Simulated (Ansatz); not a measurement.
The start is a generated trial cell of SnO in the GeS structure type. The structure is fully relaxed (lattice and positions, P = 0) with PBE (plane waves to 420 eV, PAW, scalar-relativistic; Ansatz, a program for electronic structure). First-step values are on the input's coarse k-mesh.

Ansatz input (later rounds restart from its end on a renewed k-mesh):
Ansatz 0.2 input:
```yaml
crystal:
  lattice:
    - [9.408308, 0, 0]
    - [0, 3.270892, 0]
    - [0, 0, 3.863966]
  atoms:
    - { symbol: Sn, position: [0.1221, 0.25, 0.1277] }
    - { symbol: Sn, position: [0.3779, 0.75, 0.6277] }
    - { symbol: Sn, position: [0.8779, 0.75, 0.8723] }
    - { symbol: Sn, position: [0.6221, 0.25, 0.3723] }
    - { symbol: O, position: [0.8495, 0.25, 0.5023] }
    - { symbol: O, position: [0.6505, 0.75, 0.0023] }
    - { symbol: O, position: [0.1505, 0.75, 0.4977] }
    - { symbol: O, position: [0.3495, 0.25, 0.9977] }
basis: { ecutwfc: 420, ecutrho_ratio: 4, xc_grid: 2, fft_grid_basis: typed }
kpoints: { mp_grid: { grid: [3, 7, 6] } }
hamiltonian:
  xc: pbe
  dispersion: none
  pseudopotentials: { azcp: { folder: ./paw }, kind: paw }
scf: { occupations: { method: fermi_dirac, width: 0.05 } }
relax: { f_tol: 0.01, max_steps: 100, cell: { stress_tol: 0.02 } }
output: { forces: true, stress: true }
```

Problem. What pressure does the first self-consistent step give?

Solution. +15.1 GPa (positive: the cell is compressed).

Problem. What symmetry does the relaxed structure have?

Solution. The space group goes from Pnma (No. 62) to P4/nmm (No. 129); the end is AFLOW prototype AB_tP4_129_a_c (B10, as in PbO), with 4 atoms in the primitive cell.

Problem. How much energy is released per atom?

Solution. 0.33 eV/atom.

Problem. How does the volume change?

Solution. +27.6 %, from 14.86 to 18.97 Å³/atom.

Problem. How do the shortest distances between atoms change?

Solution. The closest pairs of elements (up to four, under 3.6 Å), start → end: O–Sn 2.19 → 2.25 Å; O–O 3.15 → 2.73 Å; Sn–Sn 2.99 → 3.58 Å.

Problem. What band gap does the relaxed structure have at this level?

Solution. 0.50 eV, indirect (valence top at or next to Γ, conduction bottom at M) (no spin-orbit coupling).

Final values are on a 9×9×7 k-mesh of the relaxed cell. No spin polarisation in the result.

The run could not lose the symmetry of its start; a randomly shaken copy of 8 atoms returns to this structure.

The first start was generated by placing the elements on the sites of a structure type. A measured structure of SnO has the same space group, P4/nmm (No. 129); the sites were not compared with it.
